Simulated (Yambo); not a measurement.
G0W0@PBEsol for HgO (space group P3_221, No. 154) in Yambo (3×3×1 mesh, 7 Ry block, plasmon pole, screening fixed), without a terminator:

```json
[
 {"bands N in G": "160", "gap Γ → Γ (eV)": "2.665", "shift of the valence edge (eV)": "0.316"},
 {"bands N in G": "242", "gap Γ → Γ (eV)": "2.625", "shift of the valence edge (eV)": "0.072"},
 {"bands N in G": "352", "gap Γ → Γ (eV)": "2.619", "shift of the valence edge (eV)": "-0.096"}
]
```

Extrapolate both columns to infinite N with E(N) = E∞ + A/N, test the form, and compare with the terminator.

From two points, E∞ = (N2 E2 − N1 E1)/(N2 − N1). The two largest N give 2.61 eV for the gap and -0.47 eV for the shift; the two smallest give 2.55 eV and -0.40 eV. For the gap the slopes A are 19 and 4.6 eV: the form isn't reached, and its limit is uncertain. For the shift the slopes A are 120 and 130 eV: the 1/N form holds. With the Bruneval-Gonze terminator and 352 bands the run gives 2.58 eV and -0.31 eV, 0.03 eV and 0.15 eV from the extrapolated values: the terminator too is an estimate of the remainder. Block, mesh and the bands in W are held fixed.

Spin-orbit coupling is included.

Geometry relaxed with PBE+D3(BJ); primitive cell a = b = 3.6537 Å, c = 8.8353 Å, α = β = 90.00°, γ = 120.00°.

The structure is a Materials Project entry; no match was found in the copy of COD used, and its stability was not checked.

A shift is the quasiparticle energy of the state minus its PBEsol energy.
